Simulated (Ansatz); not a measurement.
**CoO: which magnetic state is lowest?**

Computed with Ansatz, DFT PBE, scalar-relativistic, plane waves, PAW.

```
Co O
1.0
     1.50547    0.86918    2.43993
    -1.50547    0.86918    2.43993
     0.00000   -1.73837    2.43993
Co O
1 1
Direct
  0.00000 0.00000 0.00000
  0.50000 0.50000 0.50000
```

```
plane-wave cutoff                               : 420 eV
Γ-centred k-mesh                                : 18×18×18
occupation rule                                 : Gaussian smearing, 0.1 eV
list of starting moments (μB, in atom order)    : 3 1
check for lower electronic states after the SCF : off
```

All runs keep this geometry, which isn't relaxed for the lowest state (largest force there 0.000 eV/Å, pressure -2.4 GPa) and needn't be a stable compound; relaxing each order would shift the differences by some 70 meV/atom, going by the pressures and a bulk modulus of about 150 GPa. Signs run over the atoms with starting moments. A propagation vector, in units of the reciprocal vectors, doubles the cell, which takes an equally dense mesh. The large starts are 4.5 2.5 μB. The small starts are 0.5 0.5 μB. No Hubbard U is used, and semilocal functionals often make open-shell oxides metallic. Site moments are spin moments in atom-centred spheres that scale with the neighbour distance. The states are those that the runs reached from these starts; a lower one can exist.

Question: Starts tried: no spin; ferromagnetic; large parallel starting moments; ferrimagnetic in the cell, signs +-; antiferromagnetic, doubled cell, propagation vector (0, 0, 1/2); antiferromagnetic, doubled cell, propagation vector (0, 1/2, 1/2); antiferromagnetic, doubled cell, propagation vector (1/2, 1/2, 1/2); small parallel starting moments. Which state comes out lowest, and what are the moments?

Answer: The lowest state is antiferromagnetic, reached from the start “antiferromagnetic, doubled cell, propagation vector (0, 0, 1/2)”, with site moments (μB) Co +2.38, Co -2.38.

```csv
start,ends,energy above lowest (meV/atom),site moments (μB),gap on mesh (eV),P (GPa)
no spin,non-magnetic,311,none over 0.05,metal,-18.3
ferromagnetic,ferromagnetic,73.4,"Co +2.49, O +0.32",metal,0.1
large parallel starting moments,ferromagnetic,73.4,"Co +2.49, O +0.32",metal,0.1
"ferrimagnetic in the cell, signs +-",ferromagnetic,73.4,"Co +2.49, O +0.32",metal,0.1
"antiferromagnetic, doubled cell, propagation vector (0, 0, 1/2)",antiferromagnetic,0.00,"Co +2.38, Co -2.38",metal,-2.4
"antiferromagnetic, doubled cell, propagation vector (0, 1/2, 1/2)",antiferromagnetic,101,"Co +2.23, O -0.11, Co -2.23, O +0.11",metal,-2.4
"antiferromagnetic, doubled cell, propagation vector (1/2, 1/2, 1/2)",antiferromagnetic,3.44,"Co +2.37, Co -2.37",metal,-1.9
small parallel starting moments,ferromagnetic,73.4,"Co +2.49, O +0.32",metal,0.1
```